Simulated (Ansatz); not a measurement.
NaH$_{4}$IO$_{2}$:
```cif
data_H8I2Na2O4
_chemical_formula_sum 'Na2 H8 I2 O4'
_space_group_name_H-M_alt 'P 1'
_space_group_IT_number 1
_cell_length_a 5.71676
_cell_length_b 6.84033
_cell_length_c 6.99308
_cell_angle_alpha 118.033
_cell_angle_beta 114.298
_cell_angle_gamma 80.160
loop_
_space_group_symop_operation_xyz
  'x, y, z'
loop_
_atom_site_label
_atom_site_type_symbol
_atom_site_fract_x
_atom_site_fract_y
_atom_site_fract_z
_atom_site_occupancy
Na1 Na 0.68227 0.52368 0.87102 1
Na2 Na 0.31773 0.47632 0.12898 1
H1 H 0.37511 0.86586 0.11054 1
H2 H 0.62489 0.13414 0.88946 1
H3 H 0.19006 0.71646 0.85839 1
H4 H 0.80994 0.28354 0.14161 1
H5 H 0.06314 0.86810 0.27244 1
H6 H 0.93686 0.13190 0.72756 1
H7 H 0.95408 0.73553 0.35299 1
H8 H 0.04592 0.26447 0.64701 1
I1 I 0.75373 0.77506 0.61760 1
I2 I 0.24627 0.22494 0.38240 1
O1 O 0.35558 0.71334 0.98292 1
O2 O 0.64442 0.28666 0.01708 1
O3 O 0.00416 0.71840 0.22606 1
O4 O 0.99584 0.28160 0.77394 1
```

Relaxed with LDA.

Task: Give the optical modes at the zone centre with their infrared activity from DFPT, LDA (plane waves, PAW; program Ansatz).

Result: Transverse frequencies, without the LO–TO term; a row sums one degenerate level.

| ω (cm⁻¹) | degeneracy | IR ((D/Å)²/amu) | activity |
|---|---|---|---|
| 48 | 1 | 0.00 | IR-inactive |
| 58 | 1 | 0.00 | IR-inactive |
| 67 | 1 | 0.00 | IR-inactive |
| 81 | 1 | 0.59 | IR |
| 87 | 1 | 0.00 | IR-inactive |
| 102 | 1 | 0.93 | IR |
| 110 | 1 | 1.63 | IR |
| 125 | 1 | 0.00 | IR-inactive |
| 148 | 1 | 0.00 | IR-inactive |
| 161 | 1 | 0.00 | IR-inactive |
| 163 | 1 | 0.14 | IR |
| 182 | 1 | 0.96 | IR |
| 186 | 1 | 0.00 | IR-inactive |
| 199 | 1 | 0.00 | IR-inactive |
| 219 | 1 | 1.88 | IR |
| 232 | 1 | 0.00 | IR-inactive |
| 234 | 1 | 0.92 | IR |
| 255 | 1 | 1.01 | IR |
| 269 | 1 | 0.00 | IR-inactive |
| 304 | 1 | 0.00 | IR-inactive |
| 304 | 1 | 0.96 | IR |
| 431 | 1 | 0.00 | IR-inactive |
| 454 | 1 | 5.46 | IR |
| 480 | 1 | 0.00 | IR-inactive |
| 503 | 1 | 6.92 | IR |
| 509 | 1 | 4.71 | IR |
| 521 | 1 | 0.00 | IR-inactive |
| 548 | 1 | 0.00 | IR-inactive |
| 560 | 1 | 5.01 | IR |
| 587 | 1 | 0.00 | IR-inactive |
| 615 | 1 | 8.12 | IR |
| 635 | 1 | 5.14 | IR |
| 661 | 1 | 0.00 | IR-inactive |
| 1515 | 1 | 5.21 | IR |
| 1536 | 1 | 7.35 | IR |
| 1536 | 1 | 0.00 | IR-inactive |
| 1550 | 1 | 0.00 | IR-inactive |
| 3318 | 1 | 57.79 | IR |
| 3318 | 1 | 0.00 | IR-inactive |
| 3323 | 1 | 44.98 | IR |
| 3340 | 1 | 0.00 | IR-inactive |
| 3346 | 1 | 0.00 | IR-inactive |
| 3360 | 1 | 94.90 | IR |
| 3391 | 1 | 0.00 | IR-inactive |
| 3410 | 1 | 78.52 | IR |

Task: How high does the top mode go among those that the LO–TO term moves?

Result: 3425 cm⁻¹ for q along x, 3438 cm⁻¹ for q along y, 3430 cm⁻¹ for q along z.

Space group P-1. The first step of the workflow began from a Materials Project structure, measured or hypothetical; the Crystallography Open Database files this formula in space group No. 2, but the cells were not matched. Its standing as an ambient phase is unchecked. Symmetry was held in the LDA relaxation; of distortions, only those at the zone centre were tested. A crystal of weakly bound layers computed without a dispersion correction: the cell and the soft elastic constants depend strongly on that. Spin–orbit coupling is left out wherever it is not named.

Potentials: the later of the program's two PAW sets.
